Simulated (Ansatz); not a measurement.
Space group P6_3/mmc (No. 194). a = 2.842 Å, b = 2.842 Å, c = 12.690 Å, α = 90.00°, β = 90.00°, γ = 120.00°
| atom | site | symmetry | x | y | z |
| --- | --- | --- | --- | --- | --- |
| Al | 2d | -6m2 | 0.6667 | 0.3333 | 0.2500 |
| Cr | 4f | 3m. | 0.3333 | 0.6667 | 0.4157 |
| C | 2a | -3m. | 0.0000 | 0.0000 | 0.5000 |

Equation of state of this AlCr$_{2}$C structure (not necessarily the ground state), with shape and atoms relaxed at each volume where symmetry leaves them free. It has no gap at any of these volumes. Level of theory: Ansatz 0.2.0, DFT PBE, scalar-relativistic, plane waves, PAW.

Settings: cutoff 420 eV, Γ-centred mesh 12×12×4 on the computed 8-atom cell, Gaussian smearing of 0.10 eV; no spin polarisation.

```tsv
V (Å³/atom)	E − E(largest V) (meV/atom)	P (GPa)
10.429	4.76	13.29
10.762	-15.07	6.11
11.094	-21.13	0.00
11.427	-15.53	-5.17
11.760	0.00	-9.56
```

Fit a third-order Birch–Murnaghan equation to E(V).

V0 = 11.09 Å³/atom, B0 = 187 GPa, B0' = 4.4.

Spin polarisation was left out, and a magnetic state may lie lower.